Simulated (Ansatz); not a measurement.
Sc (Fm-3m); total moment held at 0.9 μB.

```yaml
crystal:
  lattice:
    - [0.00000, 2.26000, 2.26000]
    - [2.26000, 0.00000, 2.26000]
    - [2.26000, 2.26000, 0.00000]
  atoms:
    - { symbol: Sc, position: [0.00000, 0.00000, 0.00000] }
```

The source of the geometry is a structure as deposited in COD; atoms and cell stay fixed.

Settings: LDA, 13×13×13 k mesh, Fermi–Dirac smearing of 0.03 eV. LAPW is all-electron LAPW in Ansatz 0.2.0. Site moments are integrated in spheres about the atoms. Start moments (μB): Sc 0.9.

The self-consistent cycle went as follows.

```tsv
iteration	Harris–Foulkes energy less the last (meV)	density residual (eV)	M (μB)	∫|m| (μB)
1	10.131	1.8e-02	0.9000	0.9000
2	14.998	9.3e-03	0.9000	0.9000
3	0.416	9.2e-04	0.9000	0.9000
4	0.009	2.3e-05	0.9000	0.9000
5	0.000	7.5e-08	0.9000	0.9000
6	0.000	6.4e-10	0.9000	0.9000
7	0.000	1.1e-11	0.9000	0.9000
```

Site moments (μB): Sc 0.74. Cell moment 0.90 μB.

The Ansatz runs typed with the search for lower states off end where their start leads. These are results for the start and cell typed. The real compound can order otherwise, in a larger cell, or not at all, since semilocal functionals at zero temperature often overstate magnetism.
